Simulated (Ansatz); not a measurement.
This cell of PbS (rock salt) is off equilibrium:

```
PbS
1.0
    0.00000     5.90268     5.90268
    2.95134     0.00000     2.95134
    2.95134     2.95134     0.00000
S Pb
2 2
Direct
  0.00000   0.00000   0.00000
  0.49423   0.98846   0.98846
  0.25000   0.50000   0.50000
  0.75000   0.50000   0.50000
```

Computed with PBEsol (plane waves to 420 eV, PAW, scalar-relativistic; Ansatz, a first-principles code). k mesh 4×8×8 (Γ-centred), Fermi-Dirac smearing 0.05 eV. Energies are smeared free energies. Compression counts positive. PbS was relaxed with its symmetry unable to fall. Spin-orbit coupling is left out, though Pb is heavy.

Problem. Predict the force on every atom, in eV/Å.

Solution. 
```json
[
 {"atom": "S1", "Fx": "-0.119", "Fy": "-0.160", "Fz": "-0.160"},
 {"atom": "S2", "Fx": "0.151", "Fy": "0.193", "Fz": "0.193"},
 {"atom": "Pb3", "Fx": "0.000", "Fy": "-0.034", "Fz": "-0.034"},
 {"atom": "Pb4", "Fx": "-0.032", "Fy": "0.001", "Fz": "0.001"}
]
```

Problem. In it atom 2 sits (-0.068, -0.068, -0.068) Å away from its relaxed site. What is its energy relative to the relaxed cell?

Solution. 18 meV/cell.

(For displaced atoms, the force is minus the slope of the energy, and its curvature is a force constant, which sets phonon frequencies.)
